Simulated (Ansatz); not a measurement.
**Y₃Ir: do the settings matter for the field gradients?**

This input was run with Ansatz:

```yaml
crystal:
  lattice:
    - [7.26137832, 0.0, 0.0]
    - [0.0, 9.28459289, 0.0]
    - [0.0, 0.0, 6.4582236]
  atoms:
    - { symbol: "Y", position: [0.0382539, 0.25, 0.63074853] }
    - { symbol: "Y", position: [0.9617461, 0.75, 0.36925147] }
    - { symbol: "Y", position: [0.4617461, 0.75, 0.13074853] }
    - { symbol: "Y", position: [0.5382539, 0.25, 0.86925147] }
    - { symbol: "Y", position: [0.174094, 0.06460048, 0.17675846] }
    - { symbol: "Y", position: [0.825906, 0.93539952, 0.82324154] }
    - { symbol: "Y", position: [0.325906, 0.93539952, 0.67675846] }
    - { symbol: "Y", position: [0.825906, 0.56460048, 0.82324154] }
    - { symbol: "Y", position: [0.674094, 0.06460048, 0.32324154] }
    - { symbol: "Y", position: [0.174094, 0.43539952, 0.17675846] }
    - { symbol: "Y", position: [0.674094, 0.43539952, 0.32324154] }
    - { symbol: "Y", position: [0.325906, 0.56460048, 0.67675846] }
    - { symbol: Ir, position: [0.38516253, 0.25, 0.46145489] }
    - { symbol: Ir, position: [0.61483747, 0.75, 0.53854511] }
    - { symbol: Ir, position: [0.11483747, 0.75, 0.96145489] }
    - { symbol: Ir, position: [0.88516253, 0.25, 0.03854511] }
kpoints:
  mp_grid: { grid: [3, 3, 3] }
scf:
  occupations: { method: fermi_dirac, width: 0.05 }
  lower_state_search: standard
hamiltonian:
  xc: pbe
  pseudopotentials: { kind: paw }
output:
  forces: true
  stress: true
  populations: true
  efg: { quadrupole_moments_barn: { Ir: 0.751 }, contact_densities: true }
```

It converged. Of its output the block on the nuclei alone is shown, without the SCF iterations, energies, forces and stress (one atom of each set):

```
--- PAW observables at the nuclei: V_zz in 10²¹ V/m², potentials from the cell's mean, atoms counted from 1 ---
  atom   1  Y  V_zz =    -7.972870   η = 0.4727   by run symmetry: allowed
            electrostatic potential = -5717.650868 V   contact ρ = 443908.276281 e/Å³
  atom   5  Y  V_zz =    -5.694741   η = 0.9146   by run symmetry: allowed
            electrostatic potential = -5717.557344 V   contact ρ = 443909.373932 e/Å³
  atom  13  Ir V_zz =   +17.398657   η = 0.3110   by run symmetry: allowed   C_q = +315.9439 MHz
            electrostatic potential = -15781.284247 V   contact ρ = 11166357.276439 e/Å³
```

Q: Can these gradients be trusted, and how do they compare with a run on standard settings?

A: Not as converged values. Against the standard input the change is `kpoints.mp_grid.grid`: [5, 4, 5] → [3, 3, 3]; `scf.lower_state_search`: not typed → standard. A site carries the number of its first atom; V_zz in 10²¹ V/m².

```csv
site,V_zz standard,η standard,V_zz here,η here
Y1,-7.58,0.49,-7.97,0.47
Y5,-5.74,0.96,-5.69,0.91
Ir,17.55,0.43,17.40,0.31
```

The largest change of V_zz is on Y1, from -7.58 to -7.97. The whole tensor moves most on Ir, by 1.13 along its most changed direction. In per cent, |V_zz| changes by -1 to +5 on Y, -1 on Ir (all sites that start above 2). SCF iterations: 7 and 7. In the changed run the k-mesh is coarser than the standard one, so its values aren't converged ones.

On the reference run: The run finds no gap above 0.1 eV (a metal, or nearly one), so the gradients can move by 10 % or more with the k-mesh. Spin–orbit coupling is left out, which shifts gradients on Ir by a few per cent in wide-gap crystals, and can shift them far more where the calculated gap is small or absent, as here.
